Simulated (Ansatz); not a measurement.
Question: YNbN3 (cubic perovskite, space group No. 221) is relaxed with plane-wave PAW r²SCAN (Ansatz code). What lattice parameters of the conventional cell result?

Answer: a = 4.033 Å.

These are the values of the symmetrised cell.

Question: Is it a metal or does it have a gap at this level?

Answer: No gap at this level.

Space group Pm-3m (cubic perovskite). The start of the workflow was typed in or built on a structure type; neither database checked (COD, Materials Project) lists it. Its standing as an ambient phase is unchecked. The r²SCAN relaxation kept the symmetry of its start; its stability against distortions is not shown here. The workflow began spin-polarised and lost its moments. Other orbital occupations within this spin state were not tried. Scalar-relativistic: spin–orbit coupling is off unless named, which matters more the heavier the elements.

Potentials: the later of the program's two PAW sets.
